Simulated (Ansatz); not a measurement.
Input for Ansatz (plane-wave DFT, PAW):

```yaml
crystal:
  lattice:
    - [-1.59121869, 1.59121869, 1.59121869]
    - [1.59121869, -1.59121869, 1.59121869]
    - [1.59121869, 1.59121869, -1.59121869]
  atoms:
    - { symbol: Al, position: [0.0, 0.0, 0.0] }
basis:
  ecutwfc: 500
kpoints:
  mp_grid: { grid: [8, 8, 8] }
hamiltonian:
  xc: r2scan
scf:
  occupations: { method: gaussian, width: 0.1 }
output:
  forces: true
  stress: true
  eigenvalues: true
```

Run as
```bash
ansatz run input.yaml --threads 1 --pin off --max-ram 2560MiB --backend cpu --events-out ev --progress --plain --runs-dir out
```

All numbers below come from DFT r2SCAN, scalar-relativistic, plane waves, PAW in Ansatz 0.2.0.

From the run's log, abridged:

```
Pseudopotentials: kind: paw
Pseudopotential: Al, paw, valence charge 3, recommended cutoff 500 eV (meta_gga)
Functional definition: r2SCAN
Crystal: 1 atom, lattice volume = 16.116 Å³
Basis set: ecut = 500 eV, 381 PW (Γ), exchange–correlation on 96×96×96 points (64 copies of the dense FFT grid, shifted against one another)
Bands: 6, of which v1, the nominal top of the filled ones, is band 2 counted from 1 (1 counted from 0)
Symmetry: 48 space group operations
Space group: Im-3m (ITA 229), of the structure as read, at distance tolerance 2.5e-5 Å
k-points: 29 of 512
Initial density: superposition of atomic densities (neutral atoms: chi_scale 0, normalization atom), corrected by the library's trained network
Initial wavefunctions: pseudopotential atomic-orbital guess
Functional: x = r2scan, c = r2scan; τ floored in thin density (d = 2e-4 eV/Å³)
SCF iter   1: F=—  HF=-540.250313 eV  |F-HF|=—  |Δ(HF+E_count)|=         —  Δρ=4.26e-3  dr2=3.26e-3  dr2_τ=4.45e-3  ethr=1.77e-3  ⟨swp⟩=4.6  Hψ=1523  notcnv=0
SCF iter   2: F=—  HF=-540.257376 eV  |F-HF|=—  |Δ(HF+E_count)|=   7.06e-3  Δρ=2.96e-3  dr2=1.55e-3  dr2_τ=3.51e-6  ethr=1.09e-4  ⟨swp⟩=2.9  Hψ=531  notcnv=0  defer=9
SCF iter   3: F=—  HF=-540.257157 eV  |F-HF|=—  |Δ(HF+E_count)|=   2.19e-4  Δρ=1.70e-3  dr2=4.92e-4  dr2_τ=8.40e-7  ethr=5.16e-5  ⟨swp⟩=1.0  Hψ=170  notcnv=0  defer=9
SCF iter   4: F=—  HF=-540.257091 eV  |F-HF|=—  |Δ(HF+E_count)|=   6.58e-5  Δρ=6.27e-4  dr2=6.57e-5  dr2_τ=5.46e-8  ethr=1.64e-5  ⟨swp⟩=1.0  Hψ=170  notcnv=0  defer=9
SCF iter   5: F=—  HF=-540.257083 eV  |F-HF|=—  |Δ(HF+E_count)|=   8.19e-6  Δρ=1.35e-4  dr2=2.99e-6  dr2_τ=2.06e-9  ethr=2.19e-6  ⟨swp⟩=1.0  Hψ=170  notcnv=0  defer=9
SCF iter   6: F=-540.257082 eV  HF=-540.257082 eV  |F-HF|=4.33e-9  |Δ(HF+E_count)|=   2.71e-7  Δρ=1.64e-5  dr2=4.33e-8  dr2_τ=3.32e-11  ethr=3.33e-9  ⟨swp⟩=4.6  Hψ=746  notcnv=0
SCF 1 converged in 6 iterations: F = -540.257082 eV  dr2 = 4.33e-8
SCF converged after 6 iterations
Free energy (F): -540.257082 eV
Harris-Foulkes:  -540.257082 eV  (|F-HF|=4.33e-9)
Internal energy: -540.249881 eV  (E = F + TS)
E sigma→0 (E₀):  -540.253482 eV
Entropy (-TS):   -0.007202 eV (-7.202 meV/atom)
Fermi energy:    8.398116 eV
--- Per-component energies (eV) ---
  E_band       = 10.441887
  E_kinetic    = 23.321136
  E_local      = 10.718397  (includes V_loc(G=0)·N_el)
  E_nonlocal   = 9.684159
  E_hartree    = 0.085787
  E_xc         = -36.809538
  E_vxc        = -31.301694  (∫ρ·V_xc dr)
  E_paw        = -473.090369  (= ΣΔE_a)
  E_vpaw       = -3.394695  (= ΣTr[D̂ρ^β])
  E_aug_tail   = -0.000001  (compensation charges beyond the density's cutoff)
  E_vtau       = 1.242990  (kinetic-family band-sum trace: ∫τ·v_τ [+ j·A + Jᵃ·Aᵃ] dr)
  E_ewald      = -74.099344
  E_core_change = -0.060108  (= ΣΔE_core)
  E_smearing   = -0.007202  (= −TS)
--- Forces (eV/Å), atoms counted from 1 ---
  atom   1  Al     0.00000000     0.00000000     0.00000000
--- Stress (GPa, compression-positive) ---
        0.308739       0.000000       0.000000
        0.000000       0.308739       0.000000
        0.000000       0.000000       0.308739
  P = ⅓ Tr σ = 0.3087 GPa (3.087 kbar)
--- Band table (eV; the first three rows and the last of 29) ---
  k-point 0: bands = ["-3.7909", "22.3649", "22.3649", "22.3649", "24.5412", "24.5412"]
  k-point 1: bands = ["-3.3063", "18.3691", "20.5689", "20.8278", "22.7178", "23.7423"]
  k-point 2: bands = ["-1.8622", "12.8724", "18.7444", "18.7653", "20.7171", "22.1920"]
  k-point 28: bands = ["10.2832", "10.2832", "10.2832", "11.1638", "11.1638", "15.0192"]
```

Self-consistency was reached.

It took 0.87 s on 1 thread of Intel(R) Xeon(R) Platinum 8488C (Sapphire Rapids), with other jobs on the host, peak memory 0.34 GiB.

The k mesh is coarse.